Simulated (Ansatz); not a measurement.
The relaxed structure here is a generated cell of BiB: the first start was made by placing the elements on the sites of a structure type, and the end was not matched to a known phase here, so it may be hypothetical.

The start is a generated cell, BiB built in the AFLOW prototype AB_hR6_160_b_b (B13, as in NiS). The cell and all atomic positions are relaxed at zero pressure with r2SCAN (plane waves to 500 eV, PAW, scalar-relativistic; Ansatz, an electronic-structure program). The first steps use a coarse 7×7×7 k-mesh.

Input geometry:
```
CELL_PARAMETERS angstrom
      5.52904     3.19219     1.20705
     -5.52904     3.19219     1.20705
      0.00000    -6.38438     1.20705
ATOMIC_POSITIONS crystal
  B  0.99981 0.99981 0.73638
  B  0.99981 0.73638 0.99981
  B  0.73638 0.99981 0.99981
  Bi 0.27120 0.27120 0.60839
  Bi 0.27120 0.60839 0.27120
  Bi 0.60839 0.27120 0.27120
```

Problem. How large is the pressure on the unrelaxed cell, and of which sign?

Solution. -5 GPa (negative: the cell is under tension).

Problem. Which atoms feel the largest initial force, and how large is it?

Solution. About 0.6 eV/Å, on Bi4, Bi5, Bi6 (atoms numbered as listed).

Problem. How much energy is released per atom?

Solution. 0.06 eV/atom.

Problem. How does the volume per atom move from start to end?

Solution. -4.7 %, from 21.30 to 20.31 Å³/atom.

Problem. How do the shortest distances between atoms change?

Solution. The closest pairs of elements (up to four, under 3.6 Å), start → end: B–Bi 2.60 → 2.43 Å; B–B 2.91 → 3.34 Å; Bi–Bi 3.62 → 3.48 Å.

Problem. Is the relaxed structure metallic? Give its gap.

Solution. Zero (metallic).

Problem. Write out the relaxed structure.

Solution. 
Space group R3m, hexagonal axes (No. 160); a = b = 11.010 Å, c = 3.483 Å, α = β = 90.00°, γ = 120.00°

| atom | site | symmetry | x | y | z |
|---|---|---|---|---|---|
| B | 9b | .m | 0.4644 | 0.2322 | 0.2654 |
| Bi | 9b | .m | 0.2122 | 0.1061 | 0.3635 |
(The calculation used a cell of 6 atoms; values per cell refer to that cell.)

The space group stays R3m (No. 160) (the run could not lower it); the end is AFLOW prototype AB_hR6_160_b_b (B13, as in NiS), with 6 atoms in the primitive cell. Final values are on a 14×14×14 k-mesh of the relaxed cell. No spin polarisation in the result.

The run could not lose the symmetry of its start, so the end can be a saddle point.
